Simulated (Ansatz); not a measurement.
**Relaxing a structure of BeAu**

The start is a generated trial cell of BeAu in the AFLOW prototype AB_oP8_62_c_c (B31, as in MnP). A full variable-cell relaxation at zero pressure is run with PBE (plane waves to 420 eV, PAW, scalar-relativistic; Ansatz, a first-principles code). The first steps use a coarse 6×10×6 k-mesh.

Starting cell:
```yaml
crystal:
  lattice:
    - [5.32136, 0.00000, 0.00000]
    - [0.00000, 3.22859, 0.00000]
    - [0.00000, 0.00000, 5.99303]
  atoms:
    - { symbol: Be, position: [0.50560, 0.25000, 0.69520] }
    - { symbol: Be, position: [0.00560, 0.25000, 0.80480] }
    - { symbol: Be, position: [0.49440, 0.75000, 0.30480] }
    - { symbol: Be, position: [0.99440, 0.75000, 0.19520] }
    - { symbol: Au, position: [0.68790, 0.25000, 0.06960] }
    - { symbol: Au, position: [0.18790, 0.25000, 0.43040] }
    - { symbol: Au, position: [0.31210, 0.75000, 0.93040] }
    - { symbol: Au, position: [0.81210, 0.75000, 0.56960] }
```

```yaml
initial_pressure: "+14.8 GPa (positive: the cell is compressed)"
largest_initial_force: 1.51 eV/Å, on Au5, Au6, Au7, Au8 (atoms numbered as listed)
outcome: The space group stays Pnma (No. 62) (the run could not lower it), with 8 atoms in the primitive cell
energy_released: 0.20 eV/atom
volume_change: +2.3 %, from 12.87 to 13.17 Å³/atom
band_gap_at_the_end: no gap (metallic)
optimiser_moves: 20
```

Final structure:

```cif
data_Au4Be4
_chemical_formula_sum 'Be4 Au4'
_space_group_name_H-M_alt 'Pnma'
_space_group_IT_number 62
_space_group_name_Hall '-P 2ac 2n'
_cell_length_a 5.38033
_cell_length_b 4.01765
_cell_length_c 4.87227
_cell_angle_alpha 90.000
_cell_angle_beta 90.000
_cell_angle_gamma 90.000
loop_
_atom_site_label
_atom_site_type_symbol
_atom_site_symmetry_multiplicity
_atom_site_Wyckoff_symbol
_atom_site_fract_x
_atom_site_fract_y
_atom_site_fract_z
_atom_site_occupancy
Be1 Be 4 c 0.05606 0.25000 0.86185 1
Au1 Au 4 c 0.17969 0.25000 0.38227 1
```

Final values are on a 9×12×10 k-mesh of the relaxed cell. No spin polarisation in the result.

The run could not lose the symmetry of its start; a randomly shaken copy of 8 atoms returns to this structure.

The relaxed structure here is a generated cell of BeAu: the first start was made by placing the elements on the sites of a structure type, and the end was not matched to a known phase here, so it may be hypothetical.
